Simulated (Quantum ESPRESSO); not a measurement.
# PGe3GaSi3: input and log of a self-consistent run

Computed values, not a measurement. The program is pw.x of Quantum ESPRESSO 7.5 (plane-wave density functional theory). The cell is made up: 8 atoms on a zincblende/diamond lattice, with randomly drawn elements, strain and displacements, not relaxed. PseudoDojo standard norm-conserving files (v0.5 for PBE, v0.4.1 for LDA and PBEsol) set the functional; there is no spin polarisation, spin-orbit coupling or dispersion term, and the masses in the input are unused placeholders.

Input:

```
&control calculation='scf', pseudo_dir='./dojo.nc.sr.pbe.v0_5.standard.upf', outdir='./o', disk_io='low', tprnfor=.true., tstress=.true. /
&system ibrav=0, nat=8, ntyp=4, nbnd=46, ecutwfc=79.96652505, nosym=.true., tot_charge=0,
 occupations='smearing', smearing='fd', degauss=0.0073498644
/
&electrons conv_thr=7.350e-09, electron_maxstep=60, /
ATOMIC_SPECIES
Ga 1.0 Ga.upf
Ge 1.0 Ge.upf
P 1.0 P.upf
Si 1.0 Si.upf
CELL_PARAMETERS angstrom
5.8358 -0.0234 0.0416
-0.0234 5.8358 -0.0195
0.0416 -0.0195 5.8016
ATOMIC_POSITIONS angstrom
P -0.0767 0.0631 0.0029
Ge 0.0384 2.9515 2.9682
Ge 2.9016 -0.0128 2.7734
Ga 2.9105 3.0776 -0.0893
Si 1.3509 1.5487 1.4917
Ge 1.536 4.2418 4.5403
Si 4.246 1.4895 4.2805
Si 4.2375 4.3066 1.3648
K_POINTS automatic
6 6 6 1 1 1
```

The log is shortened where brackets say so; the opening notice, blank lines, dates and the lines on written files are dropped, and the path of the files is cut. It prints rydbergs, bohrs and kilobars, and counts compression as positive stress.

```
     Program PWSCF v.7.5
     Parallel version (MPI & OpenMP), running on       4 processor cores
     Number of MPI processes:                 4
     Threads/MPI process:                     1
     [start-up lines left out]
     bravais-lattice index     =            0
     lattice parameter (alat)  =      11.0284  a.u.
     unit-cell volume          =    1333.2488 (a.u.)^3
     number of atoms/cell      =            8
     number of atomic types    =            4
     number of electrons       =        72.00
     number of Kohn-Sham states=           46
     kinetic-energy cutoff     =      79.9665  Ry
     charge density cutoff     =     319.8661  Ry
     scf convergence threshold =      7.3E-09
     mixing beta               =       0.7000
     number of iterations used =            8  plain     mixing
     Exchange-correlation= PBE
                           (   1   4   3   4   0   0   0)
     [axes and pseudopotential details left out]
   Cartesian axes
     site n.     atom                  positions (alat units)
         1        P      tau(   1) = (  -0.0131426   0.0108122   0.0004969  )
         2        Ge     tau(   2) = (   0.0065799   0.5057407   0.5086022  )
         3        Ge     tau(   3) = (   0.4971903  -0.0021933   0.4752231  )
         4        Ga     tau(   4) = (   0.4987153   0.5273479  -0.0153016  )
         5        Si     tau(   5) = (   0.2314772   0.2653703   0.2556034  )
         6        Ge     tau(   6) = (   0.2631942   0.7268340   0.7779821  )
         7        Si     tau(   7) = (   0.7275537   0.2552264   0.7334653  )
         8        Si     tau(   8) = (   0.7260972   0.7379376   0.2338590  )
     number of k points=   108  Fermi-Dirac smearing, width (Ry)=  0.0073
     Number of k-points >= 100: set verbosity='high' to print them.
     Dense  grid:   128855 G-vectors     FFT dimensions: (  64,  64,  64)
     Estimated max dynamical RAM per process >     486.60 MB
     Estimated total dynamical RAM >       1.81 GB
     Initial potential from superposition of free atoms
     starting charge      71.9929, renormalised to      72.0000
     Starting wfcs are   52 randomized atomic wfcs
     total cpu time spent up to now is        8.4 secs
     per-process dynamical memory:   414.6 Mb
     Self-consistent Calculation
     iteration #  1     ecut=    79.97 Ry     beta= 0.70
     Davidson diagonalization with overlap
     ethr =  1.00E-02,  avg # of iterations =  3.1
     Threshold (ethr) on eigenvalues was too large:
     Diagonalizing with lowered threshold
     Davidson diagonalization with overlap
     ethr =  1.84E-04,  avg # of iterations =  6.5
     total cpu time spent up to now is       51.3 secs
     total energy              =    -727.96463891 Ry
     estimated scf accuracy    <       0.14746758 Ry
     iteration #  2     ecut=    79.97 Ry     beta= 0.70
     Davidson diagonalization with overlap
     ethr =  2.05E-04,  avg # of iterations =  2.1
     total cpu time spent up to now is       67.2 secs
     total energy              =    -727.96731852 Ry
     estimated scf accuracy    <       0.02579598 Ry
     iteration #  3     ecut=    79.97 Ry     beta= 0.70
     Davidson diagonalization with overlap
     ethr =  3.58E-05,  avg # of iterations =  3.4
     total cpu time spent up to now is       86.2 secs
     total energy              =    -727.97200708 Ry
     estimated scf accuracy    <       0.02829648 Ry
     iteration #  4     ecut=    79.97 Ry     beta= 0.70
     Davidson diagonalization with overlap
     ethr =  3.58E-05,  avg # of iterations =  2.0
     total cpu time spent up to now is      101.7 secs
     total energy              =    -727.97723252 Ry
     estimated scf accuracy    <       0.00078077 Ry
     iteration #  5     ecut=    79.97 Ry     beta= 0.70
     Davidson diagonalization with overlap
     c_bands:  1 eigenvalues not converged
     ethr =  1.08E-06,  avg # of iterations =  8.8
     total cpu time spent up to now is      125.3 secs
     total energy              =    -727.97746264 Ry
     estimated scf accuracy    <       0.00010824 Ry
     iteration #  6     ecut=    79.97 Ry     beta= 0.70
     Davidson diagonalization with overlap
     ethr =  1.50E-07,  avg # of iterations =  2.1
     total cpu time spent up to now is      141.2 secs
     total energy              =    -727.97748787 Ry
     estimated scf accuracy    <       0.00002076 Ry
     iteration #  7     ecut=    79.97 Ry     beta= 0.70
     Davidson diagonalization with overlap
     ethr =  2.88E-08,  avg # of iterations =  2.0
     total cpu time spent up to now is      157.4 secs
     total energy              =    -727.97749253 Ry
     estimated scf accuracy    <       0.00000107 Ry
     iteration #  8     ecut=    79.97 Ry     beta= 0.70
     Davidson diagonalization with overlap
     ethr =  1.48E-09,  avg # of iterations =  3.5
     total cpu time spent up to now is      175.4 secs
     total energy              =    -727.97749291 Ry
     estimated scf accuracy    <       0.00000030 Ry
     iteration #  9     ecut=    79.97 Ry     beta= 0.70
     Davidson diagonalization with overlap
     ethr =  4.14E-10,  avg # of iterations =  2.0
     total cpu time spent up to now is      190.9 secs
     total energy              =    -727.97749299 Ry
     estimated scf accuracy    <       0.00000002 Ry
     iteration # 10     ecut=    79.97 Ry     beta= 0.70
     Davidson diagonalization with overlap
     ethr =  2.38E-11,  avg # of iterations =  2.6
     total cpu time spent up to now is      208.6 secs
     End of self-consistent calculation
     Number of k-points >= 100: set verbosity='high' to print the bands.
     the Fermi energy is     6.2504 ev
!    total energy              =    -727.97749299 Ry
     estimated scf accuracy    <          2.6E-09 Ry
     smearing contrib. (-TS)   =      -0.00191704 Ry
     internal energy E=F+TS    =    -727.97557595 Ry
     The total energy is F=E-TS. E is the sum of the following terms:
     one-electron contribution =    -455.81632368 Ry
     hartree contribution      =     269.88654404 Ry
     xc contribution           =    -185.58864451 Ry
     ewald contribution        =    -356.45715180 Ry
     convergence has been achieved in  10 iterations
     Forces acting on atoms (cartesian axes, Ry/au):
     atom    1 type  3   force =    -0.01082412    0.00001841    0.00886072
     atom    2 type  2   force =    -0.04139631    0.00052974   -0.01103278
     atom    3 type  2   force =    -0.01739848    0.00119079    0.02445932
     atom    4 type  1   force =     0.04364420   -0.11703100    0.06466644
     atom    5 type  4   force =     0.02381692   -0.01675970   -0.03558160
     atom    6 type  2   force =    -0.08370093    0.10679632   -0.09309378
     atom    7 type  4   force =     0.02312274   -0.01114248    0.00812650
     atom    8 type  4   force =     0.06273599    0.03639792    0.03359518
     Total force =     0.242946     Total SCF correction =     0.000291
     Computing stress (Cartesian axis) and pressure
          total   stress  (Ry/bohr**3)                   (kbar)     P=      -49.02
  -0.00030766  -0.00009893   0.00009561          -45.26      -14.55       14.06
  -0.00009893  -0.00038250   0.00003824          -14.55      -56.27        5.62
   0.00009561   0.00003824  -0.00030956           14.06        5.62      -45.54
     init_run     :      7.97s CPU      8.23s WALL (       1 calls)
     electrons    :    199.41s CPU    200.28s WALL (       1 calls)
     forces       :      2.57s CPU      2.58s WALL (       1 calls)
     stress       :      8.95s CPU      8.96s WALL (       1 calls)
     [timing details left out]
     PWSCF        :   3m39.11s CPU   3m40.28s WALL
     JOB DONE.
```

In other units: free energy -9904.638 eV for the cell, pressure -4.90 GPa, largest force component 3.009 eV/Å. A rerun of a related cell, with the same atoms placed differently, at 1377 eV and a 8 x 8 x 8 mesh moved values by no more than 0.002 eV in energy, 0.02 GPa in stress and 0.006 eV/Å in force.